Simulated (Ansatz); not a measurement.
Input:

LiF:
```yaml
crystal:
  lattice:
    - [0.00000, 2.15507, 2.15507]
    - [2.15507, 0.00000, 2.15507]
    - [2.15507, 2.15507, 0.00000]
  atoms:
    - { symbol: Li, position: [0.00000, 0.00000, 0.00000] }
    - { symbol: F, position: [0.25000, 0.25000, 0.25000] }
```

This is the PBEsol-relaxed structure.

Problem. All from the program Ansatz at the PBEsol level (PAW), unless another level is named. Estimate the highest zone-centre frequency (without LO–TO term).

Solution. 432 cm⁻¹.

Problem. Next, the Debye temperature from the elastic constants?

Solution. 472 K.

Problem. What about the vibrational entropy at 300 K?

Solution. 18.4 J/(K·mol of atoms).

Space group F-43m (zinc blende). The start of the workflow was typed in or built on a structure type; neither database checked (COD, Materials Project) lists it. It is not the phase usual at ambient conditions (space group No. 225). The cell was relaxed with PBEsol under the symmetry of its start; its stability against distortions is not shown here.

Potentials: the earlier of the program's two PAW sets. The files were generated under PBE; for other functionals the program regenerates the frozen cores, and for LDA and PBEsol the local potential too.
